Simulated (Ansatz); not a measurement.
**LuSi$_{2}$ under compression and expansion**

```yaml
crystal:
  lattice:
    - [3.75000, 0.00000, 0.00000]
    - [-1.87500, 3.24760, 0.00000]
    - [0.00000, 0.00000, 4.05000]
  atoms:
    - { symbol: Lu, position: [0.00000, 0.00000, 0.00000] }
    - { symbol: Si, position: [0.33333, 0.66667, 0.50000] }
    - { symbol: Si, position: [0.66667, 0.33333, 0.50000] }
```

The cell comes from COD entry 4344350, which wasn't checked; take it as a given geometry.

No spin–orbit coupling, which matters for the heavy atoms here.

All numbers are computed: DFT, PBEsol, all-electron LAPW, scalar-relativistic (Ansatz 0.2.0); DFT, PBEsol, PAW with Ansatz's default frozen-core files, scalar-relativistic (Ansatz 0.2.0).

For LAPW: a Γ-centred 13×13×10 k mesh, Fermi–Dirac smearing of 0.05 eV, basis error target 0.5 meV/atom, no spin polarisation. PAW takes a cutoff of 420 eV at this cell (files made with PBE, cores remade for this functional). The Ansatz runs share mesh, smearing and spin set-up. Plane-wave (PAW) pressures include the program's estimate of the Pulay term.

The cell above is scaled evenly, with fractional coordinates and shape held.

```
V/V(cell)  V (Å³/atom)  P, LAPW (GPa)  P, PAW (GPa)
   0.9400       15.455          24.02         24.12
   0.9600       15.783          20.03         20.13
   0.9800       16.112          16.43         16.51
   0.9900       16.277          14.75         14.82
   1.0000       16.441          13.15         13.22
   1.0100       16.605              ?             ?
   1.0200       16.770          10.18         10.24
   1.0400       17.099           7.49          7.54
   1.0600       17.427           5.05          5.09
```

(1) Fill in the row V/V(cell) = 1.0100.

## Answers

(1) P, LAPW (GPa) = 11.63, P, PAW (GPa) = 11.70.
